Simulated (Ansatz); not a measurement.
# MgNiH: enthalpy under pressure, worked through

Level of theory: Ansatz, DFT PBEsol, scalar-relativistic, plane waves, PAW. Run with 420 eV cutoff, 14×14×14 k-mesh, Gaussian smearing of 0.10 eV, no spin polarisation.

Reference structure (relaxed):

```xyz
3
Lattice="3.0667 0.0000 0.0000 0.0000 3.0667 0.0000 0.0000 0.0000 3.2140" Properties=species:S:1:pos:R:3 pbc="T T T"
Mg    0.0000    0.0000    0.0000
Ni    1.5334    1.5334    1.6070
H     1.5334    1.5334    0.0000
```

Cell and atoms were relaxed at each target pressure within the start's symmetry (P4/mmm), at zero temperature; other phases can be more stable under pressure. H = E + PV with P the target; E is the free energy at the smearing used, whose derivative the pressure is, per atom and counted from zero pressure. Spin polarisation was left out, and a magnetic state may lie lower. The mesh named is that at zero pressure; some other pressures ran on another.

| P (GPa) | V (Å³/atom) | E − E0 (meV) | H − H0 (meV) |
| --- | --- | --- | --- |
| 0 | 10.076 | 0.0 | 0.0 |
| 1 | 9.972 | 0.3 | 62.6 |
| 4 | 9.687 | 4.6 | 246.5 |
| 12 | 9.087 | 33.6 | 714.3 |
| 25 | 8.395 | 111.6 | 1421.5 |
| 50 | 7.542 | 306.0 | 2659.6 |
| 90 | 6.714 | 659.0 | 4430.3 |

**Question.** Thermodynamics gives dH/dP = V along a relaxed path. Integrate V over P by the trapezoid rule and compare with the computed enthalpies.

**Answer.** With 1 eV/Å³ = 160.22 GPa, each step adds the mean volume times ΔP / 160.22:
```tsv
P (GPa)	∫V dP (meV)	H − H0 (meV)	difference (meV)
1	62.6	62.6	0.0
4	246.6	246.5	0.1
12	715.3	714.3	1.1
25	1424.6	1421.5	3.1
50	2668.0	2659.6	8.4
90	4447.5	4430.3	17.1
```

V(P) curves upward, so the trapezoid rule runs high; integrating a smooth curve through the same points puts that excess at about 16.7 meV at 90 GPa, against the 17.1 meV found.

**Question.** At 90 GPa, how much of the enthalpy change is stored energy and how much is the PV term?

**Answer.** E rises by 659 meV/atom and PV is 90 × 6.714 / 160.22 = 3771 meV/atom, so PV makes 85 % of ΔH. So between rival structures at high pressure a small difference in volume can outweigh the difference in energy: 1 % of this volume is worth 37.7 meV/atom at this pressure.

**Question.** What bulk modulus do the lowest pressures give, and how is the compression shared among the axes?

**Answer.** From the pressures that the runs reached, -1.01 GPa (10.190 Å³) and 0.98 GPa (9.972 Å³), B = −ΔP/Δln V = 1.99 / 0.0216 = 92 GPa, a mean over that range. The linear compressibilities −Δln(length)/ΔP are 5.00 along a, 5.00 along b, 0.86 along c (in TPa⁻¹). With fixed angles they add up to 1/B: 10.86 against 10.86. Softest: a and b, at 46 % of the volume change per axis.